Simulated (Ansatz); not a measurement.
InMo2C:
```xyz
8
Lattice="3.1264 0.0000 0.0000 -1.5632 2.7075 0.0000 0.0000 0.0000 14.0217" Properties=species:S:1:pos:R:3 pbc="T T T"
In     0.0000     1.8050    10.5163
In     1.5632     0.9025     3.5054
Mo     0.0000     1.8050     1.1200
Mo     1.5632     0.9025     8.1309
Mo     1.5632     0.9025    12.9016
Mo     0.0000     1.8050     5.8908
C      0.0000     0.0000     0.0000
C      0.0000     0.0000     7.0108
```

Relaxed with PBE. Special points in fractions of this cell's reciprocal vectors: Γ (0.000, 0.000, 0.000); M (0.500, 0.000, 0.000); K (0.333, 0.333, 0.000); A (0.000, 0.000, 0.500); L (0.500, 0.000, 0.500); H (0.333, 0.333, 0.500).

List the band energies nearest the Fermi level at these points for the program Ansatz at the PBE with spin–orbit coupling level (PAW).

In eV from the Fermi level; about four levels below and three above (degenerate sets whole), none deeper than 8.9 eV; points with the same levels are listed once.

```
k                    below                                    above
-  -----------------------  ---------------------------------------
Γ  -0.13 -0.13 -0.12 -0.12                      1.08 1.08 1.09 1.09
M  -2.10 -2.10 -2.05 -2.05                      0.46 0.46 0.59 0.59
K  -0.27 -0.27 -0.21 -0.21                      0.36 0.36 0.38 0.38
A  -0.16 -0.16 -0.16 -0.16  1.09 1.09 1.09 1.09 1.09 1.09 1.09 1.09
L  -2.07 -2.07 -2.07 -2.07                      0.61 0.61 0.61 0.61
H  -0.49 -0.49 -0.44 -0.44                      0.88 0.88 0.94 0.94
```

Space group P6_3/mmc. The start of the workflow was typed in or built on a structure type; neither database checked (COD, Materials Project) lists it. Its standing as an ambient phase is unchecked. The cell was relaxed with PBE under the symmetry of its start; whether a distortion lowers the energy is not shown. No spin polarisation was allowed.

Potentials: the earlier of the program's two PAW sets.
